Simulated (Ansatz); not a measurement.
## ReSb₂: levels along high-symmetry lines

```yaml
crystal:
  lattice:
    - [0.00000, 3.25111, 3.25111]
    - [3.25111, 0.00000, 3.25111]
    - [3.25111, 3.25111, 0.00000]
  atoms:
    - { symbol: Re, position: [0.00000, 0.00000, 0.00000] }
    - { symbol: Sb, position: [0.25000, 0.25000, 0.25000] }
    - { symbol: Sb, position: [0.75000, 0.75000, 0.75000] }
```

Atom numbers follow the list: Re1, Sb2, Sb3.

The structure comes from a relaxation in the same program, started in the fluorite type, and has space group Fm-3m. Whether it is a known phase or the ground state wasn't checked.

Spin polarisation is left out, and whether a magnetic state lies lower isn't shown here.

Spin–orbit coupling is left out, though it moves levels of the heavy atoms by tenths of an eV or more.

These are results of Ansatz 0.2.0, DFT, PBE, all-electron LAPW, scalar-relativistic, not measurements.

The runs use a Γ-centred 9×9×9 k mesh, Fermi–Dirac smearing of 0.05 eV, basis error target 0.5 meV/atom, no spin polarisation.

Points in fractions of the reciprocal vectors of this cell: Γ (0, 0, 0), X (0.5, 0, 0.5), U (0.625, 0.25, 0.625), K (0.375, 0.375, 0.75), L (0.5, 0.5, 0.5), W (0.5, 0.25, 0.75). The path joins them by straight lines in the order Γ–X–U–K–Γ–L–W–X; legs that retrace an earlier one aren't tabulated. Energies are in eV from the Fermi level.

Metal or insulator at this level of theory?

No gap opens: metallic or semimetallic.

Tabulate bands 39 to 45, counted from the lowest band of the run, along the path.


```csv
k (1/Å),point,band 39,band 40,band 41,band 42,band 43,band 44,band 45
0.00,Γ,-4.40,-0.91,-0.91,1.99,1.99,1.99,3.83
0.14,,-3.78,-1.13,-0.89,1.55,1.82,1.82,3.35
0.28,,-2.68,-1.82,-0.83,0.69,1.22,1.22,3.32
0.41,,-2.88,-1.45,-0.74,-0.07,0.45,0.45,3.46
0.55,,-4.11,-0.64,-0.63,-0.28,-0.28,-0.20,3.60
0.69,,-4.00,-1.03,-0.90,-0.90,-0.54,0.91,3.81
0.83,,-3.86,-1.33,-1.33,-1.27,-0.47,1.70,3.97
0.97,X,-3.80,-1.49,-1.49,-1.35,-0.44,1.97,4.04
1.02,,-3.80,-1.50,-1.49,-1.32,-0.44,1.98,4.05
1.06,,-3.78,-1.53,-1.48,-1.22,-0.42,1.99,4.07
1.11,,-3.75,-1.58,-1.46,-1.07,-0.40,2.01,4.11
1.16,,-3.72,-1.64,-1.43,-0.91,-0.36,2.05,4.18
1.21,,-3.67,-1.73,-1.39,-0.75,-0.31,2.09,4.14
1.26,,-3.61,-1.83,-1.34,-0.60,-0.25,2.14,3.76
1.31,U,-3.54,-1.95,-1.29,-0.50,-0.18,2.19,3.37
1.39,,-3.31,-2.01,-1.28,-0.48,-0.09,2.20,3.16
1.48,,-2.96,-2.10,-1.30,-0.50,0.04,2.20,2.96
1.56,,-2.68,-2.21,-1.33,-0.51,0.12,2.20,2.85
1.65,,-2.68,-2.21,-1.33,-0.51,0.12,2.20,2.85
1.73,,-2.96,-2.10,-1.30,-0.50,0.04,2.20,2.96
1.82,,-3.31,-2.01,-1.28,-0.48,-0.09,2.20,3.16
1.90,K,-3.54,-1.95,-1.29,-0.50,-0.18,2.19,3.37
2.05,,-3.26,-2.38,-1.04,-0.40,0.10,2.15,2.30
2.19,,-2.90,-2.87,-0.67,-0.55,0.46,0.92,2.33
2.34,,-2.74,-2.47,-0.73,-0.33,-0.13,0.88,2.34
2.49,,-1.98,-1.69,-1.51,-0.69,0.49,1.33,2.42
2.63,,-2.69,-1.49,-1.10,0.11,1.20,1.71,2.67
2.78,,-3.77,-1.08,-0.95,1.36,1.80,1.94,3.14
2.92,Γ,-4.40,-0.91,-0.91,1.99,1.99,1.99,3.83
3.04,,-3.95,-0.98,-0.98,1.53,1.92,1.92,3.19
3.16,,-3.15,-1.16,-1.16,0.52,1.66,1.66,2.67
3.28,,-2.31,-1.35,-1.35,-0.55,1.19,1.19,2.32
3.40,,-1.69,-1.49,-1.49,-1.34,0.63,0.63,2.12
3.52,,-2.24,-1.53,-1.53,-0.95,0.06,0.06,2.12
3.64,,-2.68,-1.42,-1.42,-0.66,-0.43,-0.43,2.22
3.76,L,-2.84,-1.31,-1.31,-0.68,-0.68,-0.57,2.29
3.86,,-3.05,-1.43,-1.29,-0.59,-0.56,-0.37,2.39
3.96,,-3.29,-1.65,-1.26,-0.39,-0.36,0.11,2.65
4.05,,-3.18,-1.87,-1.26,-0.27,-0.18,0.74,2.91
4.15,,-2.96,-2.06,-1.27,-0.33,-0.01,1.41,2.94
4.25,,-2.70,-2.21,-1.31,-0.47,0.11,2.05,2.85
4.35,,-2.45,-2.30,-1.40,-0.62,0.18,2.55,2.77
4.44,W,-2.33,-2.33,-1.45,-0.67,0.20,2.74,2.74
4.51,,-2.60,-2.09,-1.46,-0.68,0.15,2.48,3.09
4.58,,-2.89,-1.89,-1.46,-0.71,0.02,2.28,3.52
4.65,,-3.17,-1.73,-1.47,-0.78,-0.15,2.15,4.03
4.72,,-3.43,-1.62,-1.48,-0.92,-0.30,2.06,4.19
4.79,,-3.63,-1.55,-1.48,-1.11,-0.39,2.01,4.10
4.86,,-3.76,-1.50,-1.49,-1.28,-0.43,1.98,4.05
4.93,X,-3.80,-1.49,-1.49,-1.35,-0.44,1.97,4.04
```
